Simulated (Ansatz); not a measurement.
**What DFT gives for H3Se4**

```yaml
crystal:
  lattice:
    - [4.48084, 2.58701, 3.50831]
    - [-4.48084, 2.58701, 3.50831]
    - [0.00000, -5.17402, 3.50831]
  atoms:
    - { symbol: H, position: [0.22300, 0.41290, 0.54610] }
    - { symbol: H, position: [0.54610, 0.22300, 0.41290] }
    - { symbol: H, position: [0.41290, 0.54610, 0.22300] }
    - { symbol: H, position: [0.77700, 0.58710, 0.45390] }
    - { symbol: H, position: [0.45390, 0.77700, 0.58710] }
    - { symbol: H, position: [0.58710, 0.45390, 0.77700] }
    - { symbol: Se, position: [0.37920, 0.12740, 0.74470] }
    - { symbol: Se, position: [0.74470, 0.37920, 0.12740] }
    - { symbol: Se, position: [0.12740, 0.74470, 0.37920] }
    - { symbol: Se, position: [0.62080, 0.87260, 0.25530] }
    - { symbol: Se, position: [0.25530, 0.62080, 0.87260] }
    - { symbol: Se, position: [0.87260, 0.25530, 0.62080] }
    - { symbol: Se, position: [0.21370, 0.21370, 0.21370] }
    - { symbol: Se, position: [0.78630, 0.78630, 0.78630] }
```

The numbers come from plane-wave PAW DFT (Ansatz): r2SCAN, no spin polarisation, 500 eV, 4×4×4 Γ-centred k points, tetrahedron occupations. Nothing was relaxed.

Forces: The largest is on Se8 (and as large on other atoms): 0.61 eV/Å, components (-0.13, -0.34, 0.49). It makes 10° with the line to a nearest neighbour, H4 at 2.39 Å, pointing towards it.
Contacts: H–Se at 2.39 Å: least valence density 0.20 e/Å³ and ELF 0.43 there. H–H at 2.52 Å: least valence density 0.07 e/Å³ and ELF 0.09 there. These are pseudo-fields; inside the PAW spheres they differ from the all-electron ones.
Electronic structure: It is a metal, with about 9.2 states/eV a cell as the mean within 0.25 eV of the Fermi level, mostly Se p (93 %).
Charges: Bader charges in e: H +0.06, Se -0.05. In the mean H gives up most and Se takes most.
Formation energy: 1.19 eV an atom against the elements' usual phases (free molecules for gases, crystals otherwise, with no correction for O₂ or N₂), so at this geometry it isn't bound against them. Relaxing would lower it.

Origin: a known structure type with other elements, at an estimated volume, so it need not be a known compound. Caveats: empty levels are not fully converged; many states at the Fermi level without spin polarisation, so a magnetic state may lie lower; forces and stress under tetrahedra may miss the slope of the energy.
